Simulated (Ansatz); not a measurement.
How long does this Ansatz run take?

```yaml
crystal:
  lattice:
    - [2.4986991939, 1.4426246522, 4.4835497685]
    - [-2.4986991939, 1.4426246522, 4.4835497685]
    - [0.0, -2.8852493044, 4.4835497685]
  atoms:
    - { symbol: Ga, position: [0.85558558, 0.85558558, 0.85558558] }
    - { symbol: Ga, position: [0.64441442, 0.64441442, 0.64441442] }
    - { symbol: Ga, position: [0.14441442, 0.14441442, 0.14441442] }
    - { symbol: Ga, position: [0.35558558, 0.35558558, 0.35558558] }
    - { symbol: O, position: [0.75, 0.44683282, 0.05316718] }
    - { symbol: O, position: [0.44683282, 0.05316718, 0.75] }
    - { symbol: O, position: [0.05316718, 0.75, 0.44683282] }
    - { symbol: O, position: [0.25, 0.55316718, 0.94683282] }
    - { symbol: O, position: [0.94683282, 0.25, 0.55316718] }
    - { symbol: O, position: [0.55316718, 0.94683282, 0.25] }
kpoints:
  mp_grid: { grid: [7, 7, 7] }
scf:
  occupations: { method: fermi_dirac, width: 0.01 }
hamiltonian:
  xc: pbe
  pseudopotentials: { kind: paw }
output:
  forces: true
  stress: true
  populations: true
  efg:
    quadrupole_moments_barn: { Ga: 0.107, O: -0.02558 }
    contact_densities: true
```

```sh
ansatz run input.yaml --threads 1 --pin off --max-ram 3072MiB --backend cpu --events-out ev --progress --plain --runs-dir out
```

It runs on 1 thread of Arm Neoverse V2 (aarch64; 8 cores open to the job, memory cap 3.0 GiB, no GPU), a shared host with a load of 0.2 a core.

Problem. Estimate the wall time and the peak memory.

Solution. About 17 s of wall time (17 s of CPU time) and 0.48 GiB. The run holds 88 valence electrons in 54 bands, about 1899 plane waves a k-point and 44 irreducible k-points, and took 6 SCF iterations. Times on a shared host vary by tens of per cent.
